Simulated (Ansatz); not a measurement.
**MoSe: which magnetic state is lowest?**

Theory: Ansatz, DFT PBEsol+U, scalar-relativistic, plane waves, PAW.

```yaml
crystal:
  lattice:
    - [0.00000, 2.57485, 2.57485]
    - [2.57485, 0.00000, 2.57485]
    - [2.57485, 2.57485, 0.00000]
  atoms:
    - { symbol: Mo, position: [0.00000, 0.00000, 0.00000] }
    - { symbol: Se, position: [0.50000, 0.50000, 0.50000] }
```

```
plane-wave cutoff                                : 420 eV
Γ-centred k-mesh                                 : 14×14×14
occupation rule                                  : Gaussian smearing, 0.05 eV
U_eff on Löwdin-orthogonalised atomic d orbitals : Mo 4 eV
list of starting moments (μB, in atom order)     : 3.5 0
check for lower electronic states after the SCF  : on
```

All runs keep this geometry, which isn't relaxed for the lowest state (largest force there 0.000 eV/Å, pressure 27.4 GPa) and needn't be a stable compound; relaxing each order would shift the differences by some 260 meV/atom, going by the pressures and a bulk modulus of about 150 GPa. A propagation vector, in units of the reciprocal vectors, doubles the cell, which takes an equally dense mesh. Site moments are spin moments in atom-centred spheres that scale with the neighbour distance. The states are those that the runs reached from these starts; a lower one can exist.

**Question.** Order the starts by the energy of the state that they reach, lowest first.
A. antiferromagnetic, doubled cell, propagation vector (0, 1/2, 1/2)
B. large parallel starting moments
C. no spin

**Answer.** A (0.00 meV/atom), B (77.1 meV/atom), C (780 meV/atom).

```tsv
start	ends	energy above lowest (meV/atom)	site moments (μB)	gap on mesh (eV)	P (GPa)
no spin	non-magnetic	780	none over 0.05	metal	2.1
large parallel starting moments	ferromagnetic	77.1	Mo +2.52	metal	25.7
antiferromagnetic, doubled cell, propagation vector (0, 1/2, 1/2)	antiferromagnetic	0.00	Mo +2.56, Mo -2.56	metal	27.4
```

Cost: 3 runs of about 1.4 core-minutes in all, on Oxide Virtual Turin-like Processor (Zen 5) (shared hosts).